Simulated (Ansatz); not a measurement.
Rb (bcc, W type)

```
Rb
1.0
   -5.67101     5.67101     5.67101
    2.83551    -2.83551     2.83551
    2.83551     2.83551    -2.83551
Rb
2
Direct
  0.00000   0.00000   0.00000
  0.50000   0.00000   0.00000
```

The atoms are displaced by Q × the pattern below (from a DFPT mode at N = (0.5, 0.0, 0.0), largest move 1; Q in Å), at fixed cell. (q is in reciprocal vectors of the primitive cell; the cell shown is doubled to hold the pattern.)

```
atom       x      y      z
----  ------  -----  -----
Rb1    1.000  0.000  0.000
Rb2   -1.000  0.000  0.000
```

These are PBE (plane waves to 420 eV, PAW, scalar-relativistic; Ansatz, a first-principles code) values and carry that method's errors. k mesh 6×12×12 (Γ-centred), Fermi-Dirac smearing 0.05 eV. Energies are smeared free energies. With partly filled bands, energies and forces of such displacements shift with the k mesh and the smearing. Rb was relaxed with its symmetry unable to fall. The zero of ΔE is the undisplaced structure. The last digit holds for this mesh only.

| Q (Å) | ΔE (meV/cell) |
|---|---|
| -0.1000 | 2.78 |
| -0.0833 | 1.93 |
| -0.0667 | 1.24 |
| -0.0500 | 0.70 |
| -0.0333 | withheld |
| -0.0167 | 0.08 |
| 0.0000 | 0.00 |
| 0.0167 | 0.08 |
| 0.0333 | withheld |
| 0.0500 | 0.70 |
| 0.0667 | 1.24 |
| 0.0833 | 1.93 |
| 0.1000 | 2.78 |

Task: Fit an even polynomial form (powers 2, 4) to the given rows and predict ΔE at Q = 0.0333.

Result: Least squares on the 11 given rows: ΔE = (279.5)·Q² + (-158.6)·Q⁴, in meV/cell with Q in Å; root-mean-square residual 0.002 meV/cell. At 0.0333 the fit gives 0.31 meV/cell; the calculation gives 0.31 meV/cell, the same to the digits shown. The quadratic term alone would give 0.31 meV/cell.

(For displaced atoms, the force is minus the slope of the energy, and its curvature is a force constant, which sets phonon frequencies.)
